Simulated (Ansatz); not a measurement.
Relaxed-ion elastic tensor of SiO₂ (rutile, space group No. 136) in GPa (Voigt order), PBEsol in the plane-wave PAW code Ansatz; density 4.23 g/cm³, 7.85 Å³ per atom.

```
420  196  187  0.0  0.0  0.0
196  420  187  0.0  0.0  0.0
187  187  716  0.0  0.0  0.0
0.0  0.0  0.0  239  0.0  0.0
0.0  0.0  0.0  0.0  239  0.0
0.0  0.0  0.0  0.0  0.0  307
```

### Question
Is the crystal mechanically stable?

### Answer
Yes: the smallest eigenvalue of C is 223 GPa.

### Question
Work out the Voigt, Reuss and Hill averages.

### Answer
K_V = 300, K_R = 285, K_H = 293; G_V = 223, G_R = 197, G_H = 210 GPa.

### Question
Give Young's modulus, Poisson's ratio, Pugh's ratio and the universal anisotropy index.

### Answer
E = 9KG/(3K + G) = 508 GPa; ν = 0.21; K/G = 1.39 (brittle by the Pugh limit of 1.75); A_U = 5G_V/G_R + K_V/K_R − 6 = 0.71.

### Question
Estimate the sound speeds and the Debye temperature.

### Answer
v_l = √((K + 4G/3)/ρ) = 11600 m/s, v_t = √(G/ρ) = 7040 m/s, mean 7780 m/s; Θ = (h/k)(3n/4πV)^(1/3) v_m = 1160 K.

### Question
How much does each axis shrink under pressure?

### Answer
Linear compressibilities β_i = Σ_j S_ij (j = 1 to 3): x 1.4, y 1.4, z 0.65 per TPa.

Space group P4_2/mnm (rutile). This is a known high-pressure phase of the composition, computed here at zero pressure and temperature. The PBEsol relaxation kept the symmetry of its start; its stability against distortions is not shown here.

Potentials: the earlier of the program's two PAW sets. The files were generated under PBE; for other functionals the program regenerates the frozen cores, and for LDA and PBEsol the local potential too.
